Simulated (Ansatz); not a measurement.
Cr2N (space group P-31m)

```yaml
crystal:
  lattice:
    - [4.71882, 0.00000, 0.00000]
    - [-2.35941, 4.08662, 0.00000]
    - [0.00000, 0.00000, 4.35893]
  atoms:
    - { symbol: Cr, position: [0.32629, 0.00000, 0.25329] }
    - { symbol: Cr, position: [0.00000, 0.32629, 0.25329] }
    - { symbol: Cr, position: [0.67371, 0.67371, 0.25329] }
    - { symbol: Cr, position: [0.00000, 0.67371, 0.74671] }
    - { symbol: Cr, position: [0.67371, 0.00000, 0.74671] }
    - { symbol: Cr, position: [0.32629, 0.32629, 0.74671] }
    - { symbol: N, position: [0.33333, 0.66667, 0.50000] }
    - { symbol: N, position: [0.66667, 0.33333, 0.50000] }
    - { symbol: N, position: [0.00000, 0.00000, 0.00000] }
```

The volume is varied about the relaxed value V₀ at fixed cell shape. The atoms relax within the cell's symmetry.

Level of theory: PBEsol (plane waves to 420 eV, PAW, scalar-relativistic; Ansatz, a first-principles code). k mesh 11×11×11 (Γ-centred), Fermi-Dirac smearing 0.05 eV. The energy includes the smearing's −TS. Stress and pressure are positive under compression. Cr2N is run without spin polarisation. Cr2N was relaxed with its symmetry unable to fall. The zero of ΔE is the relaxed starting cell.

### Question
Give the computed ΔE (meV/atom) and P (GPa) at V/V₀ = 0.840, 0.936, 1.064, 1.096, 1.128.

### Answer
| V/V₀ | ΔE (meV/atom) | P (GPa) |
|---|---|---|
| 0.840 | 323 | 81.1 |
| 0.936 | 42 | 24.2 |
| 1.064 | 33 | -16.9 |
| 1.096 | 71 | -23.2 |
| 1.128 | 119 | -28.4 |

(Under strain, the slope of the energy per volume gives the stress and its curvature an elastic modulus.)
